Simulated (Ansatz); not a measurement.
Kick test of a cell of B2P

The cell was found from a structure generator's guess, not taken from experiment.

Level of theory: Ansatz, DFT PBE, scalar-relativistic, plane waves, PAW. Cutoff 420 eV; k points 18×18×18 on the computed 3-atom cell (Γ-centred); Gaussian smearing, width 0.10 eV; no spin polarisation.

The cell below (3 atoms, space group R-3m (No. 166)) is relaxed within its symmetry.

```cif
data_structure
_symmetry_space_group_name_H-M 'P 1'
_symmetry_Int_Tables_number 1
_cell_length_a 4.2971
_cell_length_b 4.2971
_cell_length_c 4.2971
_cell_angle_alpha 41.291
_cell_angle_beta 41.291
_cell_angle_gamma 41.291
_cell_volume 31.21
loop_
_atom_site_label
_atom_site_type_symbol
_atom_site_fract_x
_atom_site_fract_y
_atom_site_fract_z
_atom_site_occupancy
B1 B 0.42934 0.42934 0.42934 1
B2 B 0.57066 0.57066 0.57066 1
P1 P 0.00000 0.00000 0.00000 1
```

For the test a repeat of it with 6 atoms (edges 3.03, 4.30, 5.25 Å) was strained at random (σ = 1.5 % a component), the atoms were moved at random (σ = 0.05 Å), and all was relaxed again on a coarse 8×8×4 mesh (in the run’s order of axes) with 0.20 eV smearing, with no symmetry imposed.

An odd number of electrons in the primitive cell allows no gap without spin; a larger cell or a magnetic state could open one. The cell is a metal run without spin; a magnetic state may lie lower.

Q: What happens?

A: It returns, within 1 meV/atom of the unmoved cell on that mesh and with the same symmetry when read at 0.1 Å (C2/m at 0.01 Å, so small strains and shifts remain). So it is stable against the distortions that fit this cell and that this random move excites. Modes that don't fit the cell aren't tested.
